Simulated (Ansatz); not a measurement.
Convergence of GaCu3 with the plane-wave cutoff

Computed with Ansatz, DFT PBEsol, scalar-relativistic, plane waves, PAW.

```
Ga Cu
1.0
     3.64539    0.00000    0.00000
     0.00000    3.64539    0.00000
     0.00000    0.00000    3.64539
Ga Cu
1 3
Cartesian
  0.0000 0.0000 0.0000
  1.8227 0.0000 1.8227
  1.8227 1.8227 0.0000
  0.0000 1.8227 1.8227
```

The Γ-centred k-mesh is 12×12×12 and the occupation rule is Gaussian smearing, 0.1 eV. The spin treatment is unpolarised and the valence charge of the PAW sets is Ga 13, Cu 19.

The atoms stay fixed while the plane-wave cutoff is varied. ΔE is the energy extrapolated to zero smearing, less that of the reference run (500 eV). The cell isn't necessarily relaxed at this level. Pressure is positive in compression and holds a correction for the finite cutoff (Pulay stress).

(1) One run gave ΔE = 1.94 meV/atom and P = -1.31 GPa. Which plane-wave cutoff did it use, of 250, 300, 350, 420?

Answers

(1) 420 eV. All runs:

| cutoff (eV) | ΔE (meV/atom) | P (GPa) | plane waves at Γ |
| --- | --- | --- | --- |
| 250 | 2281 | 0.23 | 461 |
| 300 | 247 | 2.08 | 587 |
| 350 | 14.3 | -1.13 | 739 |
| 420 | 1.94 | -1.31 | 949 |
| 500 | 0.00 | -1.33 | 1237 |